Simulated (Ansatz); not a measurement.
## Magnetic orders of IrO

Theory: Ansatz, DFT r2SCAN, scalar-relativistic, plane waves, PAW.

```cif
data_structure
_symmetry_space_group_name_H-M 'P 1'
_symmetry_Int_Tables_number 1
_cell_length_a 2.7858
_cell_length_b 2.7858
_cell_length_c 2.7858
_cell_angle_alpha 90.000
_cell_angle_beta 90.000
_cell_angle_gamma 90.000
_cell_volume 21.62
loop_
_atom_site_label
_atom_site_type_symbol
_atom_site_fract_x
_atom_site_fract_y
_atom_site_fract_z
_atom_site_occupancy
Ir1 Ir 0.00000 0.00000 0.00000 1
O1 O 0.50000 0.50000 0.50000 1
```

The plane-wave cutoff is 500 eV and the Γ-centred k-mesh is 16×16×16. The occupation rule is Gaussian smearing, 0.1 eV and the list of starting moments (μB, in atom order) is 2.5 0. The check for lower electronic states after the SCF is asked for but not made.

All runs keep this geometry, which isn't relaxed for the lowest state (largest force there 0.000 eV/Å, pressure 5.4 GPa) and needn't be a stable compound; relaxing each order would shift the differences by some 7 meV/atom, going by the pressures and a bulk modulus of about 150 GPa. A propagation vector, in units of the reciprocal vectors, doubles the cell, which takes an equally dense mesh. Spin–orbit coupling is left out, which for heavy magnetic ions can matter as much as these differences. r2SCAN tends to overstate moments in metals, so a weak moment here may be absent in the real material. Site moments are spin moments in atom-centred spheres that scale with the neighbour distance. The states are those that the runs reached from these starts; a lower one can exist.

Starts tried: no spin; large parallel starting moments; antiferromagnetic, doubled cell, propagation vector (0, 0, 1/2); antiferromagnetic, doubled cell, propagation vector (0, 1/2, 1/2); antiferromagnetic, doubled cell, propagation vector (1/2, 1/2, 1/2). Which state comes out lowest, and what are the moments?

The lowest state is antiferromagnetic, reached from the start “antiferromagnetic, doubled cell, propagation vector (0, 0, 1/2)”, with site moments (μB) Ir +1.21, Ir -1.21.

```tsv
start	ends	energy above lowest (meV/atom)	site moments (μB)	gap on mesh (eV)	P (GPa)
no spin	non-magnetic	34.0	none over 0.05	metal	0.0
large parallel starting moments	non-magnetic	34.0	none over 0.05	metal	0.0
antiferromagnetic, doubled cell, propagation vector (0, 0, 1/2)	antiferromagnetic	0.00	Ir +1.21, Ir -1.21	metal	5.4
antiferromagnetic, doubled cell, propagation vector (0, 1/2, 1/2)	non-magnetic	34.0	none over 0.05	metal	0.0
antiferromagnetic, doubled cell, propagation vector (1/2, 1/2, 1/2)	antiferromagnetic	33.8	Ir +0.55, Ir -0.55	metal	1.2
```

Cost: 5 runs of about 11 core-minutes in all, on Oxide Virtual Turin-like Processor (Zen 5) (shared hosts).